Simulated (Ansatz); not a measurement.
BN:
```yaml
crystal:
  lattice:
    - [2.48324, 0.00000, 0.00000]
    - [-1.24162, 2.15055, 0.00000]
    - [0.00000, 0.00000, 4.00409]
  atoms:
    - { symbol: B, position: [0.00000, 0.00000, 0.00000] }
    - { symbol: B, position: [0.00000, 0.00000, 0.50000] }
    - { symbol: N, position: [0.33333, 0.66667, 0.25000] }
    - { symbol: N, position: [0.66667, 0.33333, 0.75000] }
```

Relaxed with PBEsol. The program Ansatz at the PBEsol level (PAW) gives a gap of 1.56 eV.

Problem. What gap does HSE06 give on the same cell (Ansatz, PAW)?

Solution. 2.59 eV, 1.03 eV more. The hybrid was solved on a coarser mesh and at special points; its gap is the smallest among all of these.

```
k  v1 PBEsol  c1 PBEsol  v1 HSE06  c1 HSE06
-  ---------  ---------  --------  --------
Γ      -0.28       5.92         ?         ?
A      -0.95       7.20         ?         ?
K      -6.29       1.56     -6.76      2.59
H      -0.89       6.15         ?         ?
M      -0.61       5.35     -0.65      6.76
L      -3.34       4.72         ?         ?
```

Problem. Top valence (v1) and lowest conduction level (c1) in eV from each method's valence maximum (which need not be a listed point): supply the withheld HSE06 values.

Solution. 
- A, v1 HSE06: -1.06
- A, c1 HSE06: 8.70
- H, v1 HSE06: -0.95
- H, c1 HSE06: 7.61
- L, v1 HSE06: -3.63
- L, c1 HSE06: 6.02
- Γ, v1 HSE06: -0.37
- Γ, c1 HSE06: 7.34

Cost on shared cores: the PBEsol run (SCF on a 13×13×7 mesh, then bands and DOS) roughly 4 core-seconds, the HSE06 run (SCF on 9×9×5, then a few points) roughly 40 core-seconds; the tasks are unlike.

Space group P6_3/mmc (NiAs type). The cell is a constructed one: a structure type filled with these elements. Its sites differ from those of the usual phase in this space group: another stacking or structure type. The PBEsol relaxation kept the symmetry of its start. At this level the phase is dynamically unstable (imaginary phonons). Its formation energy is positive at this level, so the cell may be metastable or incomplete.

Potentials: the later of the program's two PAW sets.
